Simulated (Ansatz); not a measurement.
## Si3N4 — 14N nuclear quadrupole resonance

Cell: an entry of the Crystallography Open Database (COD; perhaps a calculated or model structure), ions relaxed with PBE at fixed cell.

Space group P6_3/m (No. 176); a = 7.6020, c = 2.9060 Å, γ = 120.00°.

| site | Wyckoff | site symmetry | x | y | z |
| --- | --- | --- | --- | --- | --- |
| Si | 6h | m.. | 0.7680 | 0.1741 | 0.2500 |
| N7 | 6h | m.. | 0.0300 | 0.3299 | 0.2500 |
| N13 | 2d | -6.. | 0.6667 | 0.3333 | 0.2500 |

One atom of each set is listed.

All values are calculated (Ansatz; DFT, PBE, plane waves and PAW, scalar-relativistic, 420 eV cutoff, Γ-centred 4×4×10 k-points, Fermi–Dirac smearing 0.02 eV), not measured.

14N: I = 1, Q = 20.44 mb (year-2017 value). Static lattice, zero field.

**Question.** Predict the zero-field 14N lines of each site.

**Answer.** For I = 1 the lines are ν± = (3/4)|C_Q|(1 ± η/3) and ν₀ = |C_Q|η/2.

```tsv
site	atoms	V_zz (10²¹ V/m²)	C_Q (MHz)	η	line frequencies (MHz)
N7	6	-4.93	-2.44	0.07	0.0899, 1.78, 1.87
N13	2	-4.88	-2.41	0.00	1.81
```

An axis of threefold or higher order runs through N13, so V_zz lies along it and η is zero. At N7 V_zz stands upright on the plane through its three neighbours (within 3°).

At this cell the PBE pressure is 6 GPa, so with PBE the cell would grow if it were relaxed.
